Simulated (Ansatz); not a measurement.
A series in space group P6_3/mmc

All 4 crystals share space group P6_3/mmc (No. 194) and the same kinds of sites, 2 atoms in the primitive cell. They are database entries and needn't be the stable phases. The set is a selection: crystals with a Fermi surface that the mesh didn't resolve were left out. Cells are relaxed by PAW under the functional.

Quantity: Fermi-surface sums. Level: LDA, all-electron LAPW in Ansatz 0.2.0, scalar-relativistic.

```csv
crystal,cell (conventional),fine k mesh,smearing (eV),N(E_F) (states/eV/atom),"ħω_p (r.m.s. of x, y, z) (eV)",Fermi speed (10⁶ m/s)
Ca,"a = 3.774, c = 6.220 Å",16×16×8,0.10,0.87,2.7,0.32
Li,"a = 2.993, c = 4.894 Å",20×20×12,0.10,0.50,6.5,0.75
Pb,"a = 3.418, c = 5.703 Å",20×20×12,0.05,?,?,?
Sc,"a = 3.227, c = 5.010 Å",20×20×12,0.10,1.79,4.2,0.29
```

Problem. What did the calculation give for Pb?

Solution. N(E_F) = 0.53 states/eV/atom, ħω_p (r.m.s. of x, y, z) = 9.1 eV, Fermi speed = 1.26×10⁶ m/s.

Known limits: these sums move with the mesh, by several per cent and more for small sheets; no spin-orbit coupling on heavy atoms (Pb); large density of states at the Fermi level, a magnetic or distorted state may lie lower (Sc).
